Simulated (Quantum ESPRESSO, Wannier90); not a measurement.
# InAs (zinc blende), plane waves to Wannier functions

```yaml
crystal:
  lattice:
    - [0.00000, 3.05356, 3.05356]
    - [3.05356, 0.00000, 3.05356]
    - [3.05356, 3.05356, 0.00000]
  atoms:
    - { symbol: In, position: [0.25000, 0.25000, 0.25000] }
    - { symbol: As, position: [0.00000, 0.00000, 0.00000] }
```

Materials Project entry mp-20305; symmetrised, unrelaxed at this level. COD (Crystallography Open Database) has an entry of this formula and space group (matched by these alone). Method: PBEsol plane waves in Quantum ESPRESSO 7.5 (PseudoDojo norm-conserving files, 68 Ry, spinors with spin-orbit coupling), Bloch states on a 6×6×6 mesh through Γ, Wannier90 4.0.1. Density: 10×10×10 mesh, cold smearing 0.01 Ry. With spin-orbit coupling a semilocal functional can close or falsely invert a small gap; the band order was not checked against a better method.

Valence charges of the files: In 13, As 15. 50 bands were computed.

Isolated groups of bands, relative to the Fermi level (bands from 23 on overlap up to the last one computed):

| bands | from (eV) | to (eV) | filling | weight on atomic waves |
|---|---|---|---|---|
| 1–4 | -35.59 | -35.58 | filled | As 3d 100 % |
| 5–10 | -34.87 | -34.85 | filled | As 3d 100 % |
| 11–14 | -14.95 | -14.83 | filled | In 4d 98 % |
| 15–20 | -14.18 | -13.96 | filled | In 4d 98 % |
| 21–22 | -11.80 | -9.85 | filled | As 4s 63 %, In 5p 21 %, In 5s 10 % |

Wanted is a model with the orbitals In s p, As s p, without the filled groups that are mainly made of other shells (semicore states, and anion s where it isn't named); all higher bands stay in for disentanglement.

Give num_wann, exclude_bands and num_bands, and the number of electrons that the model holds.

Electrons: 1×13 + 1×15 = 28, or 28.0 bands' worth; no gap over 0.05 eV opens at the Fermi level at this level of theory.
num_wann = 2 × (1×4 + 1×4) = 16.
exclude_bands = 1-20, 20 bands, so num_bands = 50 − 20 = 30.
The model holds 28 − 1×20 = 8 electrons. With the window frozen to 1.50 eV it follows pw.x to 7.1 meV rms (states up to 1.0 eV relative to the Fermi level).
